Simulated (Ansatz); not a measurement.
Values for one crystal, relaxed and computed with PBE in the plane-wave PAW code Ansatz; other levels are named.

```yaml
volume_per_atom: 16.43 Å³
electronic_character: metallic (no gap)
Gap with spin–orbit coupling: none (metallic)
Bulk modulus (Birch–Murnaghan fit): 1240 kbar
Density of states at the Fermi level: 0.82 states/eV per atom (mean over ±0.08 eV)
Formation energy from the elements (no fitted shifts): 0.021 eV/atom
Pressure derivative B′: 4.1
```

Task: Pick the material that matches.
A) YSi, I4_1/amd (Y on 4b, Si on 4a)
B) ZrC, rock salt
C) FeO, rock salt
D) YC, rock salt

Result: D, YC, rock salt

Space group Fm-3m (rock salt). The start of the workflow was typed in or built on a structure type; the Crystallography Open Database copy checked does not list it. Its standing as an ambient phase is unchecked. The cell was relaxed with PBE under the symmetry of its start; its stability against distortions is not shown here. No spin polarisation was allowed. The references are the lowest solids computed at this level, not always the standard phases. Spin–orbit coupling is left out wherever it is not named.

Potentials: the later of the program's two PAW sets.
